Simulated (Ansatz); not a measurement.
FeNi3 (Cu3Au type, space group No. 221) at seven volumes, PBE in the plane-wave PAW code Ansatz, scaled uniformly. One row is withheld.

```json
[
 {"V (Å³/atom)": "10.124", "P (GPa)": "23.34"},
 {"V (Å³/atom)": "10.458", "P (GPa)": "14.17"},
 {"V (Å³/atom)": "10.792", "P (GPa)": "?"},
 {"V (Å³/atom)": "11.125", "P (GPa)": "0.00"},
 {"V (Å³/atom)": "11.459", "P (GPa)": "-5.40"},
 {"V (Å³/atom)": "11.793", "P (GPa)": "-9.89"},
 {"V (Å³/atom)": "12.127", "P (GPa)": "-13.63"}
]
```

**Question.** Fit the shown pressures and predict the withheld one.

**Answer.** P = (3/2)B₀(x^(7/2) − x^(5/2))[1 + (3/4)(B′ − 4)(x − 1)] with x = (V₀/V)^(2/3). Least squares on the six rows gives V₀ = 11.125 Å³/atom, B₀ = 196 GPa, B′ = 4.96. At V = 10.792, x = 1.0205 and P = 6.42 GPa. The run itself gave 6.46 GPa.

Space group Pm-3m (Cu3Au type). Symmetry was held in the PBE relaxation. Spin order of the final state: ferromagnetic, chosen from 5 collinear starts compared on coarse meshes (ties went to the first, and starts can fall back to one state), not a proven ground state. Textbook magnetic order: ferromagnetic.

Potentials: the later of the program's two PAW sets.
